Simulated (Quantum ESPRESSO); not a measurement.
## Band energies of BaTiO$_{3}$

```xyz
5
Lattice="3.9833 0.0000 0.0000 0.0000 2.8626 2.8753 0.0000 -2.8626 2.8753" Properties=species:S:1:pos:R:3 pbc="T T T"
O      1.9917     1.3943     4.2261
O      1.9917    -1.3943     4.2261
O      0.0000     0.0000     2.8075
Ti     1.9917     0.0000     2.9817
Ba     0.0000     0.0000     0.0196
```

PBEsol (pw.x of Quantum ESPRESSO, ONCV potentials, without SOC); path ΓXSRAZΓYX1A1TY,ZT; energies in eV from the valence-band maximum.

```csv
k (1/Å),point,band 16,band 17,band 18,band 19,band 20,band 21,band 22,band 23
0.00,Γ,-1.33,-1.13,-0.50,-0.47,-0.39,2.17,2.37,2.44
0.36,,-1.74,-1.22,-1.06,-0.76,-0.55,2.55,2.80,2.83
0.91,,-2.55,-1.57,-1.02,-0.92,-0.29,3.61,3.68,3.95
1.09,X,-2.65,-1.65,-0.91,-0.84,-0.22,3.72,3.76,4.05
1.48,,-2.26,-1.36,-1.33,-1.07,-0.62,3.08,3.72,3.79
1.86,S,-1.87,-1.82,-1.67,-0.92,-0.76,2.37,3.70,3.73
2.06,,-2.16,-1.66,-1.27,-1.07,-0.74,2.52,3.68,3.74
2.46,,-2.61,-1.62,-1.06,-0.96,-0.15,3.53,3.76,4.00
2.65,R,-2.62,-1.71,-0.93,-0.90,-0.05,3.76,3.78,4.12
3.04,,-2.47,-2.46,-0.63,-0.52,-0.03,3.98,4.01,4.24
3.42,A,-2.38,-2.36,-0.17,-0.02,0.00,4.26,4.30,4.40
3.61,,-2.40,-2.38,-0.31,-0.12,-0.06,4.19,4.19,4.33
4.15,,-2.40,-1.90,-0.97,-0.96,-0.85,2.90,3.74,3.89
4.52,Z,-2.14,-1.66,-1.56,-1.14,-1.01,2.53,3.67,3.83
4.71,,-2.06,-1.61,-1.53,-1.00,-0.93,2.51,3.43,3.59
5.11,,-1.52,-1.21,-0.91,-0.50,-0.36,2.36,2.44,2.53
5.30,Γ,-1.33,-1.13,-0.50,-0.47,-0.39,2.17,2.37,2.44
5.62,,-1.66,-1.10,-1.03,-0.71,-0.57,2.55,2.63,2.79
6.08,,-2.46,-1.43,-1.29,-0.90,-0.41,3.49,3.49,3.77
6.40,Y,-2.65,-1.65,-0.91,-0.84,-0.22,3.72,3.76,4.05
6.40,X1,-2.65,-1.65,-0.91,-0.84,-0.22,3.72,3.76,4.05
6.99,,-2.43,-2.38,-0.19,-0.17,-0.14,4.14,4.27,4.28
7.19,A1,-2.38,-2.36,-0.17,-0.02,0.00,4.26,4.30,4.40
7.19,T,-2.38,-2.36,-0.17,-0.02,0.00,4.26,4.30,4.40
7.78,,-2.59,-2.00,-0.79,-0.75,-0.21,3.76,3.80,4.09
7.97,Y,-2.65,-1.65,-0.91,-0.84,-0.22,3.72,3.76,4.05
7.97,Z,-2.14,-1.66,-1.56,-1.14,-1.01,2.53,3.67,3.83
8.13,,-2.25,-1.46,-1.30,-1.29,-1.08,2.65,3.68,3.83
8.60,,-2.47,-2.33,-0.91,-0.46,-0.37,3.72,3.96,4.07
9.07,T,-2.38,-2.36,-0.17,-0.02,0.00,4.26,4.30,4.40
```

The PBEsol gap is indirect, 2.17 eV, from T to Γ; the smallest direct gap is 2.56 eV.

Geometry of the Materials Project entry, not relaxed at this level.

This is not the ordinary phase of the substance.

Letters of k points follow the standard setting of the lattice, whose axes may be ordered differently from the printed cell.
